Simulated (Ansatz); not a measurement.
**⁵⁹Co NMR of the central transition in Ca3ScCoO6**

Cell: a Materials Project structure (computed, not necessarily an observed phase), taken as it stands.

Space group R-3c:H (No. 167); a = 9.2384, c = 10.5915 Å, γ = 120.00°.

| site | Wyckoff | site symmetry | x | y | z |
| --- | --- | --- | --- | --- | --- |
| Ca | 18e | .2 | 0.3333 | 0.0350 | 0.4167 |
| Sc | 6a | 32 | 0.0000 | 0.0000 | 0.2500 |
| Co | 6b | -3. | 0.0000 | 0.0000 | 0.5000 |
| O | 36f | 1 | 0.5121 | 0.3571 | 0.4455 |

One atom of each set is listed; the run and its k-mesh use a cell of 22 atoms with edges of 6.40, 6.40, 6.40 Å.

The numbers come from a DFT calculation in Ansatz (PBE, plane waves and PAW, scalar-relativistic, collinear spin, 420 eV cutoff, Γ-centred 3×3×3 k-points, Fermi–Dirac smearing 0.02 eV). Start moments as typed (μB): 4 on each Co, none on the rest. The program fits them to the shells of the files, so those used differ somewhat.

⁵⁹Co has I = 7/2 and Q = 420.0 mb (Pyykkö 2018); at 28.2 T its Larmor frequency is ν₀ = 284.2 MHz. Only the quadrupole interaction is simulated: positions count from each site's isotropic chemical shift, and J coupling is left out, as are shift anisotropy and dipolar coupling, which fast spinning averages.

Problem. What does the ⁵⁹Co spectrum (fast magic-angle spinning) show for each site?

Solution. 

```csv
site,first shell,C_Q (MHz),η,P_Q (MHz),δ_QIS (ppm),breadth (kHz)
Co,6 O at 1.95 Å,15.8,0.00,15.8,-7.86,4.79
```

δ_QIS = −(ν_Q²/30ν₀²)[I(I+1) − 3/4](1 + η²/3) × 10⁶ ppm with ν_Q = 3|C_Q|/[2I(2I−1)]; it falls as 1/B₀² in ppm, and the breadth as 1/B₀ in kHz.

An axis of threefold or higher order runs through Co, so V_zz lies along it and η is zero.

With these PAW files V_zz is typically within 2 to 3 % of all-electron values, but misses above 10 % occur on Co. The start moments die out, and the run ends without spin.

Hardware: 1 thread of Arm Neoverse V2 (aarch64; 8 cores open to the job, memory cap 3.0 GiB, no GPU), a shared host with a load of 0.4 a core. Wall time 57 s, CPU time 57 s, peak memory 0.88 GiB.
